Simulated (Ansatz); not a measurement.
The relaxed structure here is a generated cell of TiAl: the first start was made by placing the elements on the sites of a structure type, and the end was not matched to a known phase here, so it may be hypothetical. Known forms of TiAl include space group No. 123.

One stationary structure of TiAl. Space group R3m (No. 160). Method: PBE (plane waves to 420 eV, PAW, scalar-relativistic; Ansatz, a first-principles code).

Space group R3m, hexagonal axes (No. 160); a = b = 4.3791 Å, c = 20.0121 Å, α = β = 90.00°, γ = 120.00°

| atom | site | symmetry | x | y | z |
|---|---|---|---|---|---|
| Al | 3a | 3m | 0.0000 | 0.0000 | 0.0276 |
| Al | 3a | 3m | 0.0000 | 0.0000 | 0.7528 |
| Al | 3a | 3m | 0.0000 | 0.0000 | 0.3045 |
| Ti | 3a | 3m | 0.0000 | 0.0000 | 0.8919 |
| Ti | 3a | 3m | 0.0000 | 0.0000 | 0.6049 |
| Ti | 3a | 3m | 0.0000 | 0.0000 | 0.1683 |
(The calculation used a cell of 6 atoms; values per cell refer to that cell.)

```yaml
volume_per_atom: 18.46 Å³
band_gap: zero (metallic)
shortest_distances: Al–Ti 2.61 Å; Ti–Ti 2.69 Å; Al–Al 2.77 Å
k-mesh: 13×13×13
```

Band energies at high-symmetry points (eV from the Fermi level; labels of this space group; no spin-orbit coupling), from −5 eV up to 0.9 eV:

| point | energies |
|---|---|
| Γ | -3.85 -2.00 -2.00 -0.77 -0.67 -0.67 -0.20 -0.20 0.02 0.65 0.65 |
| T | -2.30 -1.92 -1.92 -1.35 -0.51 -0.51 -0.14 -0.14 -0.08 -0.08 0.36 |
| H2 | -3.18 -2.52 -1.86 -1.02 -0.94 -0.73 -0.29 0.33 0.46 0.67 0.76 |
| H0 | -3.18 -2.52 -1.86 -1.02 -0.94 -0.73 -0.29 0.33 0.46 0.67 0.76 |
| L | -3.87 -2.70 -2.15 -1.95 -1.81 -0.66 -0.47 -0.24 0.04 0.21 |
| S0 | -2.99 -2.70 -1.91 -1.09 -0.91 -0.69 -0.25 0.33 0.51 0.65 0.71 |
| S2 | -2.99 -2.70 -1.91 -1.09 -0.91 -0.69 -0.25 0.33 0.51 0.65 0.71 |
| F | -4.05 -3.52 -1.96 -1.69 -1.06 -0.67 -0.45 -0.40 -0.08 0.50 0.67 |

No spin polarisation in the result. A magnetic state may lie lower.

The run could not lose the symmetry of its start: the end is stationary, and may be a saddle point rather than a minimum.
